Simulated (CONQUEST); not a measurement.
Relaxation of the atoms of Zn5SeS4 (I-4m2, 20 atoms in the cell; from Materials Project mp-1215580) at several settings

```yaml
crystal:
  lattice:
    - [3.84815, 0.00000, 0.00000]
    - [0.00000, 3.84815, 0.00000]
    - [0.00000, 0.00000, 27.20620]
  atoms:
    - { symbol: Zn, position: [0.00000, 0.00000, 0.30440] }
    - { symbol: Zn, position: [0.50000, 0.50000, 0.19560] }
    - { symbol: Zn, position: [0.00000, 0.00000, 0.09769] }
    - { symbol: Zn, position: [0.50000, 0.50000, 0.40231] }
    - { symbol: Zn, position: [0.50000, 0.50000, 0.00000] }
    - { symbol: Zn, position: [0.50000, 0.50000, 0.80440] }
    - { symbol: Zn, position: [0.00000, 0.00000, 0.69560] }
    - { symbol: Zn, position: [0.50000, 0.50000, 0.59769] }
    - { symbol: Zn, position: [0.00000, 0.00000, 0.90231] }
    - { symbol: Zn, position: [0.00000, 0.00000, 0.50000] }
    - { symbol: Se, position: [0.50000, 0.00000, 0.25000] }
    - { symbol: Se, position: [0.00000, 0.50000, 0.75000] }
    - { symbol: S, position: [0.00000, 0.50000, 0.14659] }
    - { symbol: S, position: [0.00000, 0.50000, 0.35341] }
    - { symbol: S, position: [0.50000, 0.00000, 0.04885] }
    - { symbol: S, position: [0.50000, 0.00000, 0.45115] }
    - { symbol: S, position: [0.50000, 0.00000, 0.64659] }
    - { symbol: S, position: [0.50000, 0.00000, 0.85341] }
    - { symbol: S, position: [0.00000, 0.50000, 0.54885] }
    - { symbol: S, position: [0.00000, 0.50000, 0.95115] }
```

Base: LDA (PW92), numerical atomic orbitals double-zeta with polarisation (the shipped basis), PseudoDojo norm-conserving potentials made for LDA run with CONQUEST. Its settings: basis = DZP; Diag.MPMeshX, Y, Z = 5 5 1; potentials = PseudoDojo norm-conserving LDA; Grid.GridCutoff = 140 Ha; DM.SolutionMethod = diagon; Diag.MPShiftX = 0.10000000; Diag.MPShiftY = 0.10000000; Diag.MPShiftZ = 0.50000000; Diag.kT = 0.0001 Ha; minE.SCTolerance = 1.0e-06; SC.MaxIters = 100; SC.LinearMixingFactor = 0.3; AtomMove.TypeOfRun = static. Starting volume 20.14 Å³ per atom.

Each line gives the change from the base single point and the result:

- atoms moved at random; AtomMove.TypeOfRun: static → sqnm; AtomMove.NumSteps: default → 40; AtomMove.MaxForceTol: default → 5.83e-04 Ha/bohr; AtomMove.ReuseDM: default → true: pressure -1.36 GPa; largest force (vector length) 0.030 eV/Å; relaxation steps 15; free energy against the base single point 0.4 meV/atom.
- atoms moved at random; AtomMove.TypeOfRun: static → sqnm; AtomMove.NumSteps: default → 40; AtomMove.MaxForceTol: default → 1.94e-03 Ha/bohr; AtomMove.ReuseDM: default → true: pressure -1.38 GPa; largest force (vector length) 0.079 eV/Å; relaxation steps 5; free energy against the base single point 1.1 meV/atom.

The program uses no crystal symmetry, so grid and mesh can part values that symmetry would make equal. The atom-centred basis is finite, which shifts total energies and pressures against plane waves. The structure comes from a collection of computed structures, made at another level of theory; the collection holds predicted forms beside known ones.
